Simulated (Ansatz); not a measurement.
SrMoO3:
```yaml
crystal:
  lattice:
    - [3.95333, 0.00000, 0.00000]
    - [0.00000, 3.95333, 0.00000]
    - [0.00000, 0.00000, 3.95333]
  atoms:
    - { symbol: Sr, position: [0.50000, 0.50000, 0.50000] }
    - { symbol: Mo, position: [0.00000, 0.00000, 0.00000] }
    - { symbol: O, position: [0.50000, 0.00000, 0.00000] }
    - { symbol: O, position: [0.00000, 0.50000, 0.00000] }
    - { symbol: O, position: [0.00000, 0.00000, 0.50000] }
```

Relaxed with HSE06.

**Question.** Give the Bader charges and basin volumes of the independent atoms, the program Ansatz at the HSE06 level (PAW).

**Answer.** 

```
atom  Bader charge (e)  Bader volume (Å³)
----  ----------------  -----------------
Sr1              +1.65               15.8
Mo2              +2.29                9.8
O3               -1.31               12.1
```

Space group Pm-3m (cubic perovskite). The workflow started from a Materials Project entry (that database holds measured and hypothetical structures alike); the Crystallography Open Database copy checked does not list it. Whether it is the stable phase at ambient conditions was not checked. The cell was relaxed with HSE06 under the symmetry of its start; whether a distortion lowers the energy is not shown. The workflow began spin-polarised and lost its moments.

Potentials: the later of the program's two PAW sets.
